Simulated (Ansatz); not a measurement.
A frame of AlO$_{2}$ from dynamics at 2590 K, with the forces (eV/Å) computed on a k mesh in the last three columns. Theory: DFT PBE, scalar-relativistic, plane waves, PAW in Ansatz.

Cutoff 420 eV; k points 4×4×4 on the computed 21-atom cell (Γ-centred); Fermi–Dirac smearing, width 0.22 eV; no spin polarisation.

```xyz
21
Lattice="6.500 0.171 -0.104 0.171 6.498 0.050 -0.104 0.050 6.107" Properties=species:S:1:pos:R:3:forces:R:3 pbc="T T T"
Al    5.056    1.874    4.280    1.870    0.190   -1.280
Al    0.460    0.498    1.637    1.510   -0.350   -0.890
Al    3.445    4.605    5.476    1.120    0.640    0.620
Al    3.604    6.085    2.514    0.940   -1.990   -0.360
Al    1.214    6.214    4.519    2.520    0.710    1.540
Al    4.450    2.745    1.396    0.100   -0.240    2.180
Al    0.832    2.975    5.760   -2.010   -4.830    1.280
O     4.530    2.828    5.799   -1.110    0.180   -2.960
O     1.667    4.292    5.328    1.860    3.140   -0.910
O     3.043    1.226    2.230    1.160    3.620   -1.310
O     6.080    0.366    5.568   -0.540   -1.940   -0.470
O     6.178    5.583    0.467    0.450    1.870   -1.070
O     0.530    2.081    4.114   -1.900   -0.950    2.770
O     0.288    2.324    1.377    0.430    0.460   -2.550
O     4.293    4.725    3.627    0.380   -1.520    1.590
O     4.859    3.385    3.038   -0.380   -0.590    1.490
O     1.845    5.767    2.863   -3.610    1.330   -0.590
O     3.317    6.268    4.781    0.220    0.990   -0.020
O     1.773    0.764    6.072   -0.890    0.430    0.080
O     5.432    0.698    2.407   -1.810    0.150    2.550
O     3.847    4.795    1.190   -0.310   -1.300   -1.690
```

Static pressure -10.3 GPa (no kinetic part), no gap on the mesh.

Counting as bonded all pairs within 1.2 times the summed covalent radii, but none from a metal cation to another cation:

```json
{"atom → neighbour": "Al → O", "mean count": "4.57", "mean length (Å)": "1.97", "spread (Å)": "0.18"}
{"atom → neighbour": "O → Al", "mean count": "2.29", "mean length (Å)": "1.97", "spread (Å)": "0.18"}
{"atom → neighbour": "O → O", "mean count": "0.29", "mean length (Å)": "1.57", "spread (Å)": "0.00"}
```

Angles between all pairs of such bonds at an atom (mean ± spread): 104 ± 28° at Al, 113 ± 18° at O.

The cell has an odd number of electrons and was run without spin polarisation, which forces a half-filled band: energy, forces and stress belong to that artificial state.

Cost: 1 run of about 2.3 core-minutes, on AMD EPYC (Zen 3) (shared hosts).